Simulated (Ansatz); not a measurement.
Rb$_{2}$MgCl$_{4}$:
```cif
data_Cl8Mg2Rb4
_chemical_formula_sum 'Rb4 Mg2 Cl8'
_space_group_name_H-M_alt 'I4/mmm'
_space_group_IT_number 139
_space_group_name_Hall '-I 4 2'
_cell_length_a 4.99380
_cell_length_b 4.99380
_cell_length_c 16.22192
_cell_angle_alpha 90.000
_cell_angle_beta 90.000
_cell_angle_gamma 90.000
loop_
_atom_site_label
_atom_site_type_symbol
_atom_site_symmetry_multiplicity
_atom_site_Wyckoff_symbol
_atom_site_fract_x
_atom_site_fract_y
_atom_site_fract_z
_atom_site_occupancy
Rb1 Rb 4 e 0.00000 0.00000 0.35716 1
Mg1 Mg 2 a 0.00000 0.00000 0.00000 1
Cl1 Cl 4 e 0.00000 0.00000 0.15476 1
Cl2 Cl 4 c 0.00000 0.50000 0.00000 1
```
(The calculation used a cell of 7 atoms; values per cell refer to that cell.)

Relaxed with r²SCAN. r²SCAN in the plane-wave PAW code Ansatz gives a gap of 5.65 eV.

Task: What gap does HSE06 give on the same cell (Ansatz, PAW)?

Result: 6.24 eV, 0.60 eV more. The hybrid was solved on a coarser mesh and at special points; its gap is the smallest among all of these.

Cost on shared cores: the r²SCAN run (SCF on a 8×8×8 mesh, then bands and DOS) roughly 7 core-minutes, the HSE06 run (SCF on 5×5×5, then a few points) very roughly 10 core-minutes; the tasks are unlike.

The workflow started from a Materials Project entry (that database holds measured and hypothetical structures alike); the Crystallography Open Database copy checked does not list it. Its standing as an ambient phase is unchecked. The r²SCAN relaxation kept the symmetry of its start; its stability against distortions is not shown here. Scalar-relativistic: spin–orbit coupling is off unless named, which matters more the heavier the elements.

Potentials: the later of the program's two PAW sets.
